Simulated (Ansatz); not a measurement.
## CsHgCl3: pressure against volume

CsHgCl3, Pm-3m, a = 5.325 Å. The structure is a COD entry; whether it is the stable form wasn't checked. Ansatz: r2SCAN, PAW, 500 eV, Γ-centred 8×8×8 mesh on 5 atoms, Gaussian smearing 0.10 eV; no spin polarisation. Symmetry fixes shape and atoms, so the cell is only scaled; pressure is positive in compression.

```tsv
V (Å³/atom)	P (GPa)
28.390	2.45
29.296	1.11
30.202	-0.01
31.108	-0.94
32.014	?
```

Q: Take V0 = 30.202 Å³/atom, count pressures from its P0 = -0.01 GPa, fit the third-order Birch–Murnaghan form to the other rows, and predict the missing pressure.

A: With the Eulerian strain f = ½[(V0/V)^(2/3) − 1] and y = (P − P0)/[3f(1 + 2f)^(5/2)], the form is the line y = B0 + 1.5 B0 (B0′ − 4) f. Rows (f, y): 0.02105, 35.1; 0.01026, 34.6; -0.00976, 33.4. Means f = 0.007183, y = 34.367; Σ(Δf)² = 0.0004888, ΣΔfΔy = 0.02727; the slope is their ratio. y = 33.97 + 55.78 f GPa, so B0 = 34.0 GPa and B0′ = 4 + 2 × (55.78)/(3 × 33.97) = 5.09. At V = 32.014, f = -0.01905, y = 32.91 and P = -1.72 GPa. The run gave -1.71 GPa, so the fit is 0.01 GPa too low, a small miss on the scale of the series. The form still works here, 33 % of the fitted range beyond its end.

Spin–orbit coupling is left out, which can shift energies with elements as heavy as these.

Symmetry holds off the tilts and polar distortions that many cubic perovskites undergo.

Cost: 5 runs of about 3.3 core-minutes in all, on Arm Neoverse V2 (shared hosts).